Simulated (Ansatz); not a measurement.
Clean, relaxed (001) surface of TiAl, space group P4/mmm (No. 123) (top face towards +c; atoms held fixed, by place in the list: 1, 2):

```yaml
crystal:
  lattice:
    - [2.79516, 0.00000, 0.00000]
    - [0.00000, 2.79516, 0.00000]
    - [0.00000, 0.00000, 23.05811]
  atoms:
    - { symbol: Al, position: [0.50000, 0.50000, 0.36863] }
    - { symbol: Ti, position: [0.00000, 0.00000, 0.45621] }
    - { symbol: Al, position: [0.50000, 0.50000, 0.54438] }
    - { symbol: Ti, position: [0.00000, 0.00000, 0.62768] }
```

Computed with DFT PBEsol, scalar-relativistic, plane waves, PAW in Ansatz. Cutoff 420 eV; k points 10×10×1 on the computed 4-atom cell (Γ-centred); Gaussian smearing, width 0.10 eV; no spin polarisation. The cell repeats along c with a dipole correction in the vacuum.

B (atom) is put at the hollow (over Al) at (0.50, 0.50) site, one adsorbate per 7.8 Å², and relaxed. E_ads counts from the clean slab and the free adsorbate (spin-polarised where it has unpaired electrons); negative means bound. Heights count from the highest slab atom after relaxation. Bonded neighbours lie within 1.25 times the sum of covalent radii (1.35 for H) and, on that scale, within 12 % of the closest. With the adsorbate the cell is lengthened along c to keep the vacuum.

Question: How strongly does it bind, and where does its anchoring atom end?

Answer: -6.15 eV; at (0.50, 0.50), 4 bonded neighbours (Ti).

Question: How high does its anchoring atom sit over the highest slab atom, and what is the shortest contact with the surface?

Answer: 1.08 Å; B–Ti 2.25 Å.

Question: The clean face has a work function of 4.60 eV. How does the adsorbate change it?

Answer: By +0.45 eV.

Each end is the local minimum or symmetric point that its start leads to. The slab is only 6.1 Å thick, so the energies aren't converged with thickness.

For at least one of the starts the bottom face's work function also shifts by over 0.1 eV: the slab is too thin to screen the adsorbate, so the work functions aren't converged with thickness.

The adsorbed runs have no spin polarisation, so weakly bound open-shell ends lie too high.